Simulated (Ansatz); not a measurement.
BN (h-BN type, space group P6_3/mmc)

```xyz
4
Lattice="2.5006 0.0000 0.0000 -1.2503 2.1656 0.0000 0.0000 0.0000 6.5258" Properties=species:S:1:pos:R:3 pbc="T T T"
B      0.0000     1.4437     1.6315
B      1.2503     0.7219     4.8944
N      0.0000     1.4437     4.8944
N      1.2503     0.7219     1.6315
```

Grid over V/V₀ and (c/a)/(c/a)₀, subscript 0 meaning the relaxed cell; the conventional c axis lies along z; no internal relaxation.

Method: r2SCAN+rVV10 (plane waves to 500 eV, PAW, scalar-relativistic; Ansatz, a first-principles code). k mesh 15×15×5 (Γ-centred), Fermi-Dirac smearing 0.05 eV. Stress and pressure are positive under compression. BN was relaxed with its symmetry unable to fall.

At one point of the scan the stress tensor (GPa) is:

```
  -20.5      0.0      0.0
    0.0    -20.5      0.0
    0.0      0.0      0.0
```

Q: Which point is it?
A. V/V₀ = 1.040, (c/a)/(c/a)₀ = 0.980
B. V/V₀ = 1.040, (c/a)/(c/a)₀ = 1.000
C. V/V₀ = 1.080, (c/a)/(c/a)₀ = 0.980
D. V/V₀ = 1.080, (c/a)/(c/a)₀ = 1.000

A: A, V/V₀ = 1.040, (c/a)/(c/a)₀ = 0.980

(A scan under strain: stresses follow from slopes of the energy per volume, elastic moduli from its curvatures.)
